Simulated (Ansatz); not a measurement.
Formation energies in the Co–Ga system, lowest calculated structure of each composition. The numbers are results of PBEsol (plane waves to 420 eV, PAW, scalar-relativistic; Ansatz, a first-principles code), not measurements. Element references, the lowest calculated here: Co (P6₃/mmc, ferromagnetic), Ga (Cmce).

```tsv
phase	x(Ga)	space group	E_f (eV/atom)	above hull (eV/atom)
Co	0.000	P6₃/mmc	0.00	0.00
GaCo	0.500	Pm-3m	-0.33	0.00
Ga3Co	0.750	P4₂/mnm	-0.30	0.00
Ga	1.000	Cmce	0.00	0.00
```

On the hull: GaCo, Ga3Co.

Work out the energy of GaCo against the hull of the other phases.

At x(Ga) = 0.500 the tie line joins Co and Ga3Co; the lever rule gives atom fractions 0.33 and 0.67. The mixture has E_f = 0.33 × (0.00) + 0.67 × (-0.30) = -0.20 eV/atom, and GaCo has -0.33. So GaCo → 0.67 Co + 0.33 Ga3Co costs 0.13 eV/atom: GaCo is stable against it.

Hull of the energies calculated here, no anion corrections, zero temperature, no zero-point energy; an uncalculated phase could lie lower. Values are rounded to 0.01 eV/atom. The compounds carry no spin polarisation. A magnetic state may lie lower.
